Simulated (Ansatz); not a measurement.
Consider the following.

AlNi (rock salt, Fm-3m), a = 4.799 Å, b = 4.799 Å, c = 4.799 Å, α = 90.00°, β = 90.00°, γ = 90.00°; the cell used has 2 atoms.

This is the PBEsol-relaxed structure.

Task: All from DFT-PBEsol in the program Ansatz with PAW potentials, unless another level is named. Give the density of states at the Fermi level.

Result: 0.36 states/eV per atom (mean over ±0.08 eV).

Task: And the formation energy from the elements (no fitted shifts)?

Result: 0.002 eV/atom.

The start of the workflow was typed in or built on a structure type; neither database checked (COD, Materials Project) lists it. It is not the phase usual at ambient conditions (space group No. 221). The cell was relaxed with PBEsol under the symmetry of its start. At this level the phase is mechanically unstable. The workflow began spin-polarised and lost its moments. The references are the lowest solids computed at this level, not always the standard phases.

Potentials: the earlier of the program's two PAW sets. The files were generated under PBE; for other functionals the program regenerates the frozen cores, and for LDA and PBEsol the local potential too.
